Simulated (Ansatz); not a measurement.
The slice is one period of a {110} plane through atoms; its size isn't given.

Calculation: PBEsol (plane waves to 420 eV, PAW, scalar-relativistic; Ansatz, a program for electronic structure). Near the nuclei the fields are pseudised (PAW); where an atom keeps semicore shells as valence, they peak there.

```
|9999997755332211223355779999|
|9999886644331111113344668899|
|8877775533221111112233557777|
|6655443322111111111122334455|
|3333332211111111111111223333|
|2222111111111111111111111122|
|1100001111111111111111110000|
|0000000011111111111111000000|
|0000000011111111111111000000|
|0000000011111111111111000000|
|0000000011111111111111000000|
|0000000011111111111111000000|
|1100001111111111111111110000|
|2222111111111111111111111122|
|3333332211111111111111223333|
|6655443322111111111122334455|
|8877775533221111112233557777|
|9999886644331111113344668899|
|9999997755332211223355779999|
|9999998866332211223366889999|
```
Scale: ten equal steps from -0.88 (start of '0') to 1.14 (end of '9'), in the order '0123456789'. Values: log₁₀ of the valence density in e/Å³. The map has 14 points along u (two characters each, u = 0 at the left) and 20 along v (v = 0 in the bottom row). The scale is logarithmic, as a density can span decades between atoms and voids.

```
|xxx962111269xx|
|xx98510101589x|
|99862111112689|
|87531011101357|
|43210111110123|
|11001111111001|
|00001111111000|
|00001111111000|
|00000111110000|
|00000111110000|
|00000111110000|
|00001111111000|
|00001111111000|
|11001111111001|
|43210111110123|
|87531011101357|
|99862111112689|
|xx98510101589x|
|xxx962111269xx|
|xxx973111379xx|
```
Scale: ten equal steps from 0.16 (start of '0') to 0.56 (end of '9'), in the order '0123456789'. Values: electron localisation function (ELF). The map has 14 points along u (one character each, u = 0 at the left) and 20 along v (v = 0 in the bottom row). Points within 0.5 Å of a nucleus are blanked (x), as the pseudised field means little there.

Q: Which relaxed crystal do these maps come from?
A) Pd (fcc, Cu type)
B) Cu (fcc, Cu type)
C) Ag (fcc, Cu type)

A: A, Pd (fcc, Cu type). Atoms on the slice: Pd at (0.00, 0.00)

All were relaxed with their symmetry unable to fall. Cu is run without spin polarisation. Pd is run without spin polarisation.
